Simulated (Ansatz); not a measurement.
C:
```
CELL_PARAMETERS angstrom
      0.00000     1.77688     1.77688
      1.77688     0.00000     1.77688
      1.77688     1.77688     0.00000
ATOMIC_POSITIONS crystal
  C  0.50000 0.50000 0.50000
  C  0.75000 0.75000 0.75000
```

Relaxed with PBEsol.

### Question
List the phonon frequencies at the special points (DFPT on a 6×6×6 q-mesh, Fourier-interpolated; PBEsol in the plane-wave PAW code Ansatz).

### Answer
In cm⁻¹.

```
q                  frequencies
-  ---------------------------
Γ         0 0 0 1306 1306 1306
X  776 776 1081 1081 1204 1204
U  741 973 1013 1058 1101 1237
K  741 973 1013 1058 1101 1237
L  543 543 1060 1214 1214 1250
W    913 913 998 998 1169 1169
```

Space group Fd-3m (diamond). The cell was relaxed with PBEsol under the symmetry of its start; phonons on a q-mesh show no instability.

Potentials: the later of the program's two PAW sets.
